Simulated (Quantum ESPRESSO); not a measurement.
pw.x input (Quantum ESPRESSO 7.5; PBEsol, PseudoDojo standard norm-conserving files, fully relativistic):

```
&CONTROL
  calculation = 'scf'
  pseudo_dir = './pseudo'
  outdir = './out'
  tprnfor = .true.
  tstress = .true.
/
&SYSTEM
  ibrav = 0
  nat = 3
  ntyp = 3
  ecutwfc = 86.0
  ecutrho = 344.0
  occupations = 'smearing'
  smearing = 'fd'
  degauss = 0.002
  nbnd = 33
  noncolin = .true.
  lspinorb = .true.
/
&ELECTRONS
  conv_thr = 3e-10
/
ATOMIC_SPECIES
H 1.0080 H.upf
Se 78.9710 Se.upf
Y 88.9058 Y.upf
CELL_PARAMETERS angstrom
  3.794562144025   0.000000000000   0.000000000000
 -1.897281072012   3.286187212964   0.000000000000
  0.000000000000   0.000000000000   3.851565070000
ATOMIC_POSITIONS crystal
H   0.333333333000   0.666666667000   0.000000000000
Se   0.666666666333   0.333333333667   0.500000000000
Y  -0.000000000000   0.000000000333   0.000000000000
K_POINTS automatic
9 9 8 0 0 0
```

End of the output:

```

[...]
     the Fermi energy is    11.9835 ev
!    total energy              =    -325.22257737 Ry
     estimated scf accuracy    <          1.6E-11 Ry
     smearing contrib. (-TS)   =      -0.00000000 Ry
     internal energy E=F+TS    =    -325.22257737 Ry
     The total energy is F=E-TS. E is the sum of the following terms:
     one-electron contribution =    -142.61201013 Ry
     hartree contribution      =      80.45674854 Ry
     xc contribution           =     -64.64486464 Ry
     ewald contribution        =    -198.42245114 Ry
     convergence has been achieved in   9 iterations
     Forces acting on atoms (cartesian axes, Ry/au):
     atom    1 type  1   force =    -0.00000000   -0.00000000    0.00000000
     atom    2 type  2   force =     0.00000000    0.00000000    0.00000000
     atom    3 type  3   force =     0.00000000    0.00000000    0.00000000
     Total force =     0.000000     Total SCF correction =     0.000000
     Computing stress (Cartesian axis) and pressure
          total   stress  (Ry/bohr**3)                   (kbar)     P=        0.37
   0.00000225  -0.00000000   0.00000000            0.33       -0.00        0.00
  -0.00000000   0.00000225   0.00000000           -0.00        0.33        0.00
   0.00000000   0.00000000   0.00000301            0.00        0.00        0.44
```
In a gapped system the printed Fermi energy is only some level inside the gap.

Geometry relaxed with PBEsol.
